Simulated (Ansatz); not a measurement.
This run works on a generated trial structure, not on a known crystal.

Input and command of a plane-wave DFT calculation in Ansatz:

```yaml
crystal:
  lattice:
    - [4.62872493, 0.0, 0.0]
    - [0.0, 4.62872493, 0.0]
    - [0.0, 0.0, 8.84743695]
  atoms:
    - { symbol: Na, position: [0.0, 0.5, 0.5] }
    - { symbol: Na, position: [0.5, 0.0, 0.5] }
    - { symbol: V, position: [0.5, 0.5, 0.16552894], spin: 2.0 }
    - { symbol: V, position: [0.5, 0.5, 0.83447106], spin: 2.0 }
    - { symbol: Te, position: [0.0, 0.5, 0.0] }
    - { symbol: Te, position: [0.5, 0.0, 0.0] }
    - { symbol: Te, position: [0.5, 0.5, 0.5] }
basis:
  ecutwfc: 420
kpoints:
  mp_grid: { grid: [4, 4, 2] }
hamiltonian:
  xc: pbe
scf:
  occupations: { method: gaussian, width: 0.2 }
  lower_state_search: "off"
output:
  forces: true
  stress: true
  eigenvalues: true
  populations: true
magnetization:
  spin_polarized: true
relax:
  adjacent_minimum: "off"
  f_tol: 0.08
  max_steps: 16
  cell: { stress_tol: 0.8 }
```

```bash
ansatz run input.yaml --threads 1 --pin off --max-ram 2560MiB --backend cpu --events-out ev --progress --plain --runs-dir out
```

Processor: Arm Neoverse V1, 1 thread, on a host shared with other jobs.

Problem. Estimate time, memory and problem size.

Solution. About 6.9 min, peak memory 0.69 GiB. It solves 58 bands at 12 k points (after reduction by symmetry) with about 4701 plane waves (on the last cell), in 181 SCF iterations over 15 ionic steps.
